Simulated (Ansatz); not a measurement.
A geometry of Nb away from equilibrium: the start of the relaxation of a relaxed Nb cell, doubled along one cell vector, shaken by Gaussian noise of σ = 0.08 Å a coordinate. All values below come from r2SCAN (plane waves to 500 eV, PAW, scalar-relativistic; Ansatz, a quantum-chemistry and plane-wave program). Γ-centred k-mesh 14×7×14 on the run's cell (coarser than for final values), Fermi–Dirac smearing 0.05 eV.

```xyz
2
Lattice="-1.6515 1.6515 1.6515 3.3029 -3.3029 3.3029 1.6515 1.6515 -1.6515" Properties=species:S:1:pos:R:3 pbc="T T T"
Nb     0.0339     0.0932    -0.0155
Nb     1.6250    -1.5949     1.6574
```

Which atoms carry the largest force, and which way does it point?

0.27 eV/Å, on Nb1, Nb2 (atoms numbered as listed); on Nb1 its components are (-0.20, -0.18, 0.02).

What is the pressure?

+0.6 GPa, compression positive.

How much energy per atom can still be gained by relaxing?

0.01 eV/atom; the path ends in Im-3m (No. 229) (bcc (W type)).

No spin polarisation in the result.

The run could not lose the symmetry of its start.
